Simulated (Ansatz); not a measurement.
Zone-centre phonons of Al at 11 GPa: input and output

Computed with DFT LDA, scalar-relativistic, plane waves, PAW (Ansatz).

Launched with:
```bash
ansatz run input.yaml --threads 1 --pin off --max-ram 3072MiB --backend cpu --events-out ev --progress --plain --runs-dir out
```

Input (bare energies are in eV):
```yaml
crystal:
  lattice:
    - [2.7200318425, 0.0, 0.0]
    - [-1.3600159213, 2.3556166747, 0.0]
    - [0.0, 0.0, 8.9257406794]
  atoms:
    - { symbol: Al, position: [0.0, 0.0, 0.0] }
    - { symbol: Al, position: [0.3333333333, 0.6666666667, 0.25] }
    - { symbol: Al, position: [0.0, 0.0, 0.5] }
    - { symbol: Al, position: [0.6666666667, 0.3333333333, 0.75] }
basis:
  ecutwfc: 420
kpoints:
  mp_grid: { grid: [18, 18, 6] }
hamiltonian:
  xc: lda
scf:
  occupations: { method: fermi_dirac, width: 0.15 }
output:
  eigenvalues: true
phonons:
  method: dfpt
  eigenvectors: true
```

Results section of the output:
```
--- Phonons (Γ-DFPT): 4 representative perturbations + reference, on 524 of 1944 k-points (Σ response iterations 12) ---
  k mesh reduced under 2 symmetry operations, with k and −k counted as one. Each operation leaves every solved perturbation unchanged. A smaller set is not used because it would not reduce the number of displacements ...
  ASR residual: 2.988e-5 → 0.000e0 eV/Å²; symmetrization residual: 8.548e-7 eV/Å²
  ASR residual per site (eV/Å²): 1.01e-5 2.99e-5 1.01e-5 2.99e-5
  Γ frequencies (cm⁻¹): 0.00 0.00 0.00 109.16 109.16 137.18 137.18 179.80 179.80 275.00 277.58 390.88
  non-analytic LO–TO correction: not included (Born effective charges unavailable; polar crystals: no LO–TO splitting at Γ)
```

The run took 2.7 min on 1 thread of Intel(R) Xeon(R) Platinum 8259CL CPU @ 2.50GHz (Skylake/Cascade Lake), on a shared host, peak memory 1.4 GiB.

In a metal, frequencies and elastic constants depend on the k mesh and the smearing, soft modes and shear constants most. Other phases may be more stable at this pressure.

This form isn't the element's structure at ambient conditions.